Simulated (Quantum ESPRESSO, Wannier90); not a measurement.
## Wannier functions of CuRhO2 (R-3m)

```
begin unit_cell_cart
ang
   -1.5429549018    2.6724762836    0.0000000000
   -3.0859098035    0.0000000000    0.0000000000
   -1.5429549018    0.8908254279    5.6884470000
end unit_cell_cart
begin atoms_frac
Cu   0.0000000000  0.0000000000  0.0000000000
Rh   0.5000000000  0.5000000000  0.5000000000
O    0.1071630000  0.1071630000 -0.3214890000
O   -0.1071630000 -0.1071630000  0.3214890000
end atoms_frac
```

Cell from Materials Project (mp-14116), symmetrised, no further relaxation. COD (Crystallography Open Database) has an entry of this formula and space group (matched by these alone). Computed values, not measurements, from PBEsol: Quantum ESPRESSO (norm-conserving PseudoDojo potentials, cutoff 74 Ry, spinors with spin-orbit coupling) on a Γ-centred 6×6×6 mesh, then Wannier90. Density: 12×12×12 mesh, Gaussian smearing 0.01 Ry. A non-magnetic state is assumed, with no Hubbard U; filled 3d bands tend to lie too high at this level.

A tight-binding model is made by disentanglement and projection with no localisation steps (num_iter = 0), so the 32 orbitals stay atom-like: hydrogen-like Cu: d; Rh: d; O: p, axes along x, y, z; frozen window up to 2.12 eV relative to the valence-band maximum. It follows pw.x to 16 meV rms for states up to 1.6 eV relative to the valence-band maximum. Matrix elements depend on this choice of orbitals and windows.

The 20 largest hoppings ⟨m,0|H|n,R⟩ between different sites (one of each Hermitian pair; signs follow the real orbitals' lobes; the list may end inside a set of equal values):

| m | n | R | distance of the centres (Å) | t (eV) | Im t (eV) |
|---|---|---|---|---|---|
| Rh2 dyz↑ | O4 py↑ | 0 1 0 | 2.05 | -1.633 | 0.000 |
| Rh2 dyz↓ | O4 py↓ | 0 1 0 | 2.05 | -1.633 | 0.000 |
| Rh2 dyz↑ | O3 py↑ | 1 0 1 | 2.05 | 1.633 | 0.000 |
| Rh2 dyz↓ | O3 py↓ | 1 0 1 | 2.05 | 1.633 | 0.000 |
| O3 pz↑ | Cu1 dz2↑ | 0 0 0 | 1.64 | -1.238 | 0.000 |
| O3 pz↓ | Cu1 dz2↓ | 0 0 0 | 1.64 | -1.238 | 0.000 |
| O4 pz↑ | Cu1 dz2↑ | 0 0 0 | 1.64 | 1.238 | 0.000 |
| O4 pz↓ | Cu1 dz2↓ | 0 0 0 | 1.64 | 1.238 | 0.000 |
| Rh2 dxz↑ | O3 px↑ | 0 0 1 | 2.05 | 1.089 | 0.002 |
| Rh2 dxz↓ | O3 px↓ | 0 0 1 | 2.05 | 1.089 | -0.002 |
| Rh2 dxz↑ | O4 px↑ | 1 1 0 | 2.05 | -1.089 | -0.002 |
| Rh2 dxz↓ | O4 px↓ | 1 1 0 | 2.05 | -1.089 | 0.002 |
| Rh2 dxz↑ | O3 px↑ | 0 1 1 | 2.05 | 1.089 | -0.002 |
| Rh2 dxz↓ | O3 px↓ | 0 1 1 | 2.05 | 1.089 | 0.002 |
| Rh2 dxz↑ | O4 px↑ | 1 0 0 | 2.05 | -1.089 | 0.002 |
| Rh2 dxz↓ | O4 px↓ | 1 0 0 | 2.05 | -1.089 | -0.002 |
| O3 px↑ | Cu1 dxz↑ | 0 0 0 | 1.82 | 1.002 | 0.000 |
| O3 px↓ | Cu1 dxz↓ | 0 0 0 | 1.82 | 1.002 | 0.000 |
| O3 py↑ | Cu1 dyz↑ | 0 0 0 | 1.82 | 1.002 | 0.000 |
| O3 py↓ | Cu1 dyz↓ | 0 0 0 | 1.82 | 1.002 | 0.000 |
